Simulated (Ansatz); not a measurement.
SiC in the 4H polytype structure, relaxed with r2SCAN in the plane-wave code Ansatz. The symmetry is P6_3mc (No. 186, hexagonal); a = 3.078 Å, c = 10.077 Å in the conventional setting, 10.33 Å³ an atom. Si is surrounded by 4 C at 1.88–1.89 Å; Si is surrounded by 4 C at 1.89 Å; C is surrounded by 4 Si at 1.89 Å; C is surrounded by 4 Si at 1.88–1.89 Å.

The axes x, y and z are those of this cell:
```
CELL_PARAMETERS angstrom
3.07756 0.00000 0.00000
-1.53878 2.66524 0.00000
0.00000 0.00000 10.07672
ATOMIC_POSITIONS crystal
Si 0.00000 0.00000 0.99986
Si 0.33333 0.66667 0.24991
Si 0.00000 0.00000 0.49986
Si 0.66667 0.33333 0.74991
C 0.00000 0.00000 0.18728
C 0.33333 0.66667 0.43795
C 0.00000 0.00000 0.68728
C 0.66667 0.33333 0.93795
```

Unstrained: The PBE gap is indirect, 2.226 eV (Γ to M), below the direct gap of 3.349 eV at M. r2SCAN gives an indirect gap of 2.598 eV, from Γ to M; the least direct gap is 3.776 eV at M. The HSE06 gap is indirect, 3.140 eV (Γ to M), below the direct gap of 4.375 eV at M. Meshes: PBE 12×12×4, r2SCAN 12×12×4, HSE06 6×6×2. Strains are changes of length per length. After each strain the atoms were relaxed again with r2SCAN within the symmetry that the strain leaves, so tilts or polar shifts that break it weren't tested; points keep the names that they have in the unstrained zone. No spin polarisation and no zero-point or thermal motion.

Q: Apply uniaxial +3.0 % along z, other directions held. How far does the gap move, against the unstrained cell?

A: PBE: the gap goes from 2.226 to 2.040 eV (-0.186 eV). r2SCAN: the gap goes from 2.598 to 2.398 eV (-0.200 eV). HSE06: the gap goes from 3.140 to 2.942 eV (-0.198 eV). The r2SCAN energy rises by 15.9 meV an atom.

Q: Estimate what uniaxial +1.0 % along z, other directions held does to the gap.

A: PBE: the gap goes from 2.226 to 2.164 eV (-0.062 eV). r2SCAN: the gap goes from 2.598 to 2.531 eV (-0.067 eV). HSE06: the gap goes from 3.140 to 3.073 eV (-0.067 eV). The r2SCAN energy rises by 1.8 meV an atom.

Q: Estimate what uniaxial +2.0 % along z, other directions held does to the gap.

A: PBE: the gap goes from 2.226 to 2.102 eV (-0.124 eV). r2SCAN: the gap goes from 2.598 to 2.464 eV (-0.134 eV). HSE06: the gap goes from 3.140 to 3.007 eV (-0.133 eV). The r2SCAN energy rises by 7.2 meV an atom.

Q: Estimate what uniaxial -2.0 % along z, other directions held does to the gap.

A: PBE: the gap goes from 2.226 to 2.192 eV (-0.034 eV); with r2SCAN the top three valence levels at Γ, grouped 2+1 from the top over 52 meV, become 1+2 over 152 meV. r2SCAN: the gap goes from 2.598 to 2.578 eV (-0.020 eV). HSE06: the gap goes from 3.140 to 3.126 eV (-0.014 eV). The r2SCAN energy rises by 7.6 meV an atom.

Q: Estimate what uniaxial -1.0 % along z, other directions held does to the gap.

A: PBE: the gap goes from 2.226 to 2.246 eV (+0.020 eV); with r2SCAN the top three valence levels at Γ, grouped 2+1 from the top over 52 meV, become 1+2 over 47 meV. r2SCAN: the gap goes from 2.598 to 2.618 eV (+0.020 eV). HSE06: the gap goes from 3.140 to 3.162 eV (+0.022 eV). The r2SCAN energy rises by 1.9 meV an atom.

Q: Estimate what uniaxial -3.0 % along z, other directions held does to the gap.

A: PBE: the gap goes from 2.226 to 2.069 eV (-0.157 eV); with r2SCAN the top three valence levels at Γ, grouped 2+1 from the top over 52 meV, become 1+2 over 262 meV. r2SCAN: the gap goes from 2.598 to 2.469 eV (-0.129 eV). HSE06: the gap goes from 3.140 to 3.007 eV (-0.133 eV). The r2SCAN energy rises by 17.4 meV an atom.

The meshes of the hybrids are coarse, so their gaps aren't converged to the digits shown.

The splittings at Γ are without spin-orbit coupling, which regroups them where it is of like size or larger.
